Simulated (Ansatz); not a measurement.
Ni:
```
CELL_PARAMETERS angstrom
      0.00000     1.75944     1.75944
      1.75944     0.00000     1.75944
      1.75944     1.75944     0.00000
ATOMIC_POSITIONS crystal
  Ni 0.00000 0.00000 0.00000
```
Starting moments (μB, in the order of the atoms Ni): 0.7.

Relaxed with PBE. Special points in fractions of this cell's reciprocal vectors: Γ (0.000, 0.000, 0.000); X (0.500, 0.000, 0.500); U (0.625, 0.250, 0.625); K (0.375, 0.375, 0.750); L (0.500, 0.500, 0.500); W (0.500, 0.250, 0.750).

List the band energies nearest the Fermi level at these points for PBE (plane waves, PAW; program Ansatz).

In eV from the Fermi level; about four levels below and three above (degenerate sets whole), none deeper than 8.9 eV; … stands for higher levels left out; points with the same levels are listed once.

| k | below | above |
|---|---|---|
| Γ ↑ | -2.47 -2.47 -2.47 | … |
| X ↑ | -4.25 -0.57 -0.50 -0.50 | … |
| U ↑ | -3.77 -2.16 -1.12 -0.75 | … |
| L ↑ | -2.45 -2.45 -0.62 -0.62 | … |
| W ↑ | -3.12 -3.12 -1.35 -0.49 | … |
| Γ ↓ | -1.70 -1.70 -1.70 | … |
| X ↓ | -4.36 -3.62 | 0.06 0.40 0.40 |
| U ↓ | -3.59 -3.21 -1.53 -0.53 | 0.13 … |
| L ↓ | -4.47 -1.82 -1.82 -0.46 | … |
| W ↓ | -3.42 -2.50 -2.50 -0.77 | 0.40 … |

Space group Fm-3m (fcc (Cu type)). The PBE relaxation kept the symmetry of its start. Magnetic state: ferromagnetic, chosen from 3 collinear starts compared on coarse meshes (ties went to the first, and starts can fall back to one state), not a proven ground state. Textbook magnetic order: ferromagnetic.

Potentials: the earlier of the program's two PAW sets.
